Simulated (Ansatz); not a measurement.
The calculation used DFT PBE, scalar-relativistic, plane waves, PAW, and for the lanthanide a 4f-in-core norm-conserving potential, in Ansatz 0.2.0. All cells share a 690 eV cutoff and Γ-centred k meshes spaced about 0.3 Å⁻¹ or finer (0.25 for metals, 2π included). No spin polarisation.

These are static total energies at zero pressure.

Compare these two cells of Ho2O, each relaxed at this level.

A.

```cif
data_structure
_symmetry_space_group_name_H-M 'P4_2/nmc:1'
_symmetry_Int_Tables_number 137
_cell_length_a 3.7098
_cell_length_b 3.7098
_cell_length_c 10.4457
_cell_angle_alpha 90.000
_cell_angle_beta 90.000
_cell_angle_gamma 90.000
_cell_volume 143.76
loop_
_atom_site_label
_atom_site_type_symbol
_atom_site_symmetry_multiplicity
_atom_site_Wyckoff_symbol
_atom_site_fract_x
_atom_site_fract_y
_atom_site_fract_z
_atom_site_occupancy
Ho1 Ho 4 d 0.50000 0.00000 0.11423 1
O1 O 2 b 0.00000 0.00000 0.50000 1
```

B.

```cif
data_structure
_symmetry_space_group_name_H-M 'P6_3mc'
_symmetry_Int_Tables_number 186
_cell_length_a 3.6386
_cell_length_b 3.6386
_cell_length_c 12.1326
_cell_angle_alpha 90.000
_cell_angle_beta 90.000
_cell_angle_gamma 120.000
_cell_volume 139.11
loop_
_atom_site_label
_atom_site_type_symbol
_atom_site_symmetry_multiplicity
_atom_site_Wyckoff_symbol
_atom_site_fract_x
_atom_site_fract_y
_atom_site_fract_z
_atom_site_occupancy
Ho1 Ho 2 a 0.00000 0.00000 0.44426 1
Ho2 Ho 2 b 0.33333 0.66667 0.68747 1
O1 O 2 a 0.00000 0.00000 0.12853 1
```

Problem. Which form is favoured at zero pressure, and by what margin per atom?

Solution. A is lower, by 35 meV/atom. A has space group P4_2/nmc (No. 137), 24.0 Å³/atom and no gap on its mesh; B has space group P6_3mc (No. 186), 23.2 Å³/atom and a gap of 0.11 eV. Counting O atoms around Ho (those within 1.25 times the shortest such distance or 1.15 times the sum of covalent radii, 1.27 where that leaves under three; a slash parts the counts of unlike sites), A has Ho 2 and B has Ho 1/3. The lower one is the more open, so pressure narrows the difference. In A, Ho has 2 O at 2.21 Å and 12 Ho at 3.55–3.86 Å; O is surrounded by 4 Ho at 2.21 Å. In B, Ho on its first site has 1 O at 2.24 Å and 12 Ho at 3.62–3.76 Å; Ho on its second site is surrounded by 3 O at 2.22 Å and 12 Ho at 3.62–3.76 Å; O is surrounded by 4 Ho at 2.22–2.24 Å. Both come from trial cells of a structure search.

Kohn–Sham gaps at this level usually fall short of measured ones. Small gaps are read on the mesh alone, and bands can cross between its points. With atoms moved at random, A came back. B had no clear such test and can be a saddle point.

The lanthanide is trivalent by construction, without f bands, f moments or other valences.
